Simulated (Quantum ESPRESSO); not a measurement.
Simulation results for Al2InGaP4 (made-up cell)

Computed with Quantum ESPRESSO 7.5. Calculation on a made-up crystal cell, not a measurement: periodic Kohn-Sham density functional theory in plane waves with PseudoDojo standard norm-conserving scalar-relativistic pseudopotentials, each functional with its own files (v0.5 for PBE, v0.4.1 for LDA and PBEsol), no spin polarisation, no spin-orbit coupling, atoms not relaxed, stress positive in tension, energies less a fixed whole-eV offset for each atom's element; levels are Kohn-Sham levels at fractions of this cell's reciprocal vectors, counted from the reference band (half the neutral cell's valence electrons, rounded up) at Gamma; error bars cover cutoff and k-mesh only, not smearing or the files; added strain carries the atoms with the cell, and shear is the tensor component; each bar is the largest change over components, and at least 0.002 eV, 0.002 eV per angstrom or 0.02 GPa; energies are for the whole cell, and the offsets were chosen from early runs and are not element reference energies.

## Al2InGaP4 (made-up cell)

Unstrained structure:
```
cell vectors (Å)
   5.5783     0.0632     0.0090
   0.0632     5.5378    -0.0409
   0.0090    -0.0409     5.6000
atoms (fractions of the cell vectors)
Al -0.01432  0.00359  0.01841
In  0.02904  0.50660  0.51081
Ga  0.50306  0.00235  0.49446
Al  0.52311  0.50850  0.01052
P   0.23456  0.28206  0.25724
P   0.20857  0.74495  0.73798
P   0.75670  0.23637  0.74012
P   0.74396  0.72803  0.24221
```

Here we set lattice type zincblende/diamond, functional pbe, cutoff 1088 eV, fermi dirac smearing 0.025 eV, scf tolerance 1e-07 eV, electrons removed 0, added strain kind biaxial xx and yy, added strain 0.0186, k mesh 4 x 4 x 4, shifted by half a step and structure shown before the added strain of 0.0186.

It finds free energy less offsets 1.998 eV; smearing term minus ts 0 eV; scf iterations 10; pressure 4.195 GPa; stress xx -1.975 GPa; stress yy -4.777 GPa; stress zz -5.833 GPa; stress yz -8.474 GPa; stress xz -1.844 GPa; stress xy -1.324 GPa; error bar energy 0.006381 eV; error bar stress 0.02 GPa; error bar force 0.002 eV/Å; error bars from tighter rerun of this cell.

Atoms:
```csv
atoms element,atom site,atom energy offset (eV)
Al,1,-64
In,2,-1808
Ga,3,-2080
Al,4,-64
P,5,-189
P,6,-189
P,7,-189
P,8,-189
```

Forces:
```csv
site,x (eV/Å),y (eV/Å),z (eV/Å)
1,0.2242,-0.0601,-0.4547
2,-4.946,-1.739,-0.8219
3,-0.8427,-0.2254,-0.02565
4,-2.029,-1.313,-1.863
5,3.159,-3.671,-3.459
6,4.838,4.717,4.808
7,-0.8334,0.07307,1.091
8,0.4305,2.219,0.7257
```
